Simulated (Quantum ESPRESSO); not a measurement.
# Planted mistakes on one cell of Mg2AlClS3

The results below are calculated, not measured. They come from pw.x of Quantum ESPRESSO 7.5, a plane-wave density functional program, with PseudoDojo standard norm-conserving files (v0.5 for PBE, v0.4.1 for LDA and PBEsol). The cells are made up: elements, strain and atom displacements were drawn at random, and nothing was relaxed. There is no spin polarisation, spin-orbit coupling or dispersion term.

The cell has 8 sites of a zincblende or diamond lattice. Sites 1 to 4 hold Mg Al Mg empty; sites 5 to 8 hold Cl S S S. Cell vectors in Å: (5.389, -0.014, 0.090); (-0.014, 5.383, -0.028); (0.090, -0.028, 5.339). Settings: PBE, cutoff 1143 eV, 4 x 4 x 4 k mesh shifted by half a step, Fermi-Dirac smearing of 0.025 eV.

The intended run has a self-consistency threshold of 1e-07 eV, a smearing term of 0.000 eV, a pressure of 3.68 GPa and 9 iterations. Each further run changes one thing: all lengths scaled by 0.9827; atoms of sites 1 and 2 exchanged; cutoff 714 eV; files of LDA; k mesh 1 x 1 x 1; one electron added; smearing 0.38 eV; threshold 1.0 eV. A coarse mesh keeps the shift, and a charged cell sits in a uniform background.

| run | change of free energy (eV) | smearing term -TS (eV) | change of P (GPa) | largest change of a force component (eV/Å) | iterations |
| --- | --- | --- | --- | --- | --- |
| A | 4.701 | 0.000 | -29.98 | 0.030 | 9 |
| B | 0.555 | 0.000 | 0.15 | 2.276 | 9 |
| C | 0.276 | 0.000 | 4.03 | 0.324 | 9 |
| D | 0.466 | 0.000 | -3.63 | 0.103 | 9 |
| E | 7.220 | -0.006 | 11.21 | 0.481 | 10 |
| F | 2.723 | 0.000 | 4.27 | 0.439 | 9 |
| G | -0.017 | -0.101 | 0.07 | 0.022 | 9 |
| H | 0.026 | 0.000 | -0.23 | 0.245 | 3 |

A rerun of the intended cell at 1437 eV and k mesh 6 x 6 x 6 moved values by no more than 0.002 eV in the cell's energy, 0.02 GPa in stress and 0.005 eV/Å in force.

Question: which change belongs to which run?

## Worked reading

Run H has the fewest iterations, as a run stopped early does. Run G has the largest smearing term, as wide smearing gives. Run A has a higher energy and the largest fall in pressure, as too small a basis gives. Run C changes the volume by a factor of 0.9490; minus its pressure change over the logarithm of that factor, 77 GPa, is a rough bulk modulus with clamped atoms. Energies from files of another functional, or of a charged cell, have another zero and say nothing on stability; the pressure of a charged cell rests on the program's zero of potential too.

## Key

```
run,change
A,cutoff 714 eV
B,atoms of sites 1 and 2 exchanged
C,all lengths scaled by 0.9827
D,files of LDA
E,one electron added
F,k mesh 1 x 1 x 1
G,smearing 0.38 eV
H,threshold 1.0 eV
```